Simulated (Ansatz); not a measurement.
CdInNO:
```
CdInNO
1.0
    3.56976     0.00000     0.00000
   -1.78488     3.09151     0.00000
    0.00000     0.00000     5.76568
In Cd O N
1 1 1 1
Direct
  0.33333   0.66667   0.50756
  0.66667   0.33333   0.99429
  0.33333   0.66667   0.13919
  0.66667   0.33333   0.60895
```

Relaxed with r²SCAN. Special points in fractions of this cell's reciprocal vectors: Γ (0.000, 0.000, 0.000); M (0.500, 0.000, 0.000); K (0.333, 0.333, 0.000); A (0.000, 0.000, 0.500); L (0.500, 0.000, 0.500); H (0.333, 0.333, 0.500).

Q: List the band energies nearest the Fermi level at these points for DFT-r²SCAN in the program Ansatz with PAW potentials.

A: In eV from the Fermi level; about four levels below and three above (degenerate sets whole), none deeper than 8.9 eV; … stands for higher levels left out; points with the same levels are listed once.

| k | below | above |
|---|---|---|
| Γ | -0.36 -0.08 -0.02 -0.02 | 3.71 7.11 … |
| M | -3.04 -2.35 -1.30 -0.96 | 4.33 5.71 6.04 |
| K | -3.72 -2.62 -1.91 -1.47 | 6.24 6.26 6.34 |
| A | -1.11 -1.11 -0.15 -0.15 | 2.13 2.99 7.91 |
| L | -2.14 -1.87 -1.44 -0.94 | 4.17 4.44 6.87 |
| H | -3.04 -2.82 -1.94 -0.71 | 5.75 6.39 6.83 |

Space group P3m1. The start of the workflow was typed in or built on a structure type; neither database checked (COD, Materials Project) lists it. Its standing as an ambient phase is unchecked. The cell was relaxed with r²SCAN under the symmetry of its start; its stability against distortions is not shown here. The Fermi level of a semimetal is unsure by some 0.05 eV on such meshes. Spin–orbit coupling is left out wherever it is not named.

Potentials: the earlier of the program's two PAW sets.
